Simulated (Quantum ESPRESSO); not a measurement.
## Kohn-Sham bands of Zr (hcp (Mg type))

```xyz
2
Lattice="3.2392 0.0000 0.0000 -1.6196 2.8053 0.0000 0.0000 0.0000 5.1722" Properties=species:S:1:pos:R:3 pbc="T T T"
Zr     1.6196    -0.9351     1.2931
Zr    -1.6196     0.9351    -1.2931
```

Materials Project entry mp-131; symmetrised, unrelaxed at this level. This is the element's usual structure. Level: PBEsol, spinors with spin-orbit coupling; pw.x of Quantum ESPRESSO at 53 Ry with PseudoDojo potentials, 6×6×4 k-points, Wannier90. Density: 18×18×8 mesh, cold smearing 0.01 Ry.

Problem. List the Kohn-Sham levels between −8 and 3.0 eV relative to the Fermi level at the high-symmetry points, as a band run of pw.x on that density gives them (levels within 2 meV counted together).

Solution. 
```json
[
 {"point": "Γ", "k (reciprocal lattice)": "0.000 0.000 0.000", "levels (eV)": "-5.66 (×2), -3.03 (×2), 0.80 (×2), 0.90 (×2), 0.97 (×2), 1.11 (×2), 1.47 (×2), 1.59 (×2), 2.09 (×2), 2.15 (×2)"},
 {"point": "M", "k (reciprocal lattice)": "0.500 0.000 0.000", "levels (eV)": "-2.55 (×2), -2.51 (×2), -2.13 (×2), -0.23 (×2), 0.52 (×2), 0.74 (×2), 1.42 (×2)"},
 {"point": "K", "k (reciprocal lattice)": "0.333 0.333 0.000", "levels (eV)": "-2.08 (×2), -1.40 (×2), -1.31 (×2), -1.14 (×2), 0.22 (×2), 0.26 (×2), 1.76 (×2)"},
 {"point": "A", "k (reciprocal lattice)": "0.000 0.000 0.500", "levels (eV)": "-3.97 (×4), 0.02 (×4), 0.72 (×4), 0.79 (×4)"},
 {"point": "L", "k (reciprocal lattice)": "0.500 0.000 0.500", "levels (eV)": "-2.86 (×4), -1.06 (×4), 1.59 (×4), 2.19 (×4)"},
 {"point": "H", "k (reciprocal lattice)": "0.333 0.333 0.500", "levels (eV)": "-1.46 (×2), -1.43 (×2), -1.30 (×2), -1.24 (×2), -0.07 (×2), -0.01 (×2), 1.97 (×2), 2.04 (×2)"}
]
```
